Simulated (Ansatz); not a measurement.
Data:

Relaxed SnTe (rock salt):

```yaml
crystal:
  lattice:
    - [0.00000, 3.18559, 3.18559]
    - [3.18559, 0.00000, 3.18559]
    - [3.18559, 3.18559, 0.00000]
  atoms:
    - { symbol: Te, position: [0.00000, 0.00000, 0.00000] }
    - { symbol: Sn, position: [0.50000, 0.50000, 0.50000] }
```

Scan: atom 2 (Sn, nearest neighbour Te at 3.186 Å; its periodic images, 4.5 Å or more away, move with it) is displaced along Cartesian z, direction (0.000, 0.000, 1.000) in Cartesian axes, by s. The other atoms stay.

All values below come from r2SCAN (plane waves to 500 eV, PAW, scalar-relativistic; Ansatz, a program for electronic structure). k mesh 10×10×10 (Γ-centred), Fermi-Dirac smearing 0.05 eV. Energies are smeared free energies. SnTe was relaxed with its symmetry unable to fall. Spin-orbit coupling is left out, though Te is heavy. The PAW data are Ansatz's earlier set. The zero of ΔE is the undisplaced structure.

The scan covers s from -0.320 to 0.320 Å in 11 points.

Q: Is this a single well or a double well?

A: A double well: the undisplaced structure is a maximum between two minima.

Q: Is the energy the same for equal positive and negative displacements?

A: Even: the same for both signs. With its periodic images moving along, the atom's site symmetry in this cell is m-3m.

Q: What is the energy change at s = 0.320 Å?

A: 23.3 meV/cell.

Q: By a smooth curve through the points, how far does the atom move to reach the deepest minimum?

A: 0.16 Å from zero.

Q: What force acts on the atom along the line at s = -0.320 Å?

A: 0.407 eV/Å.

(A displaced cell: forces are minus the slopes of the energy, force constants its curvatures, and phonons follow from these.)
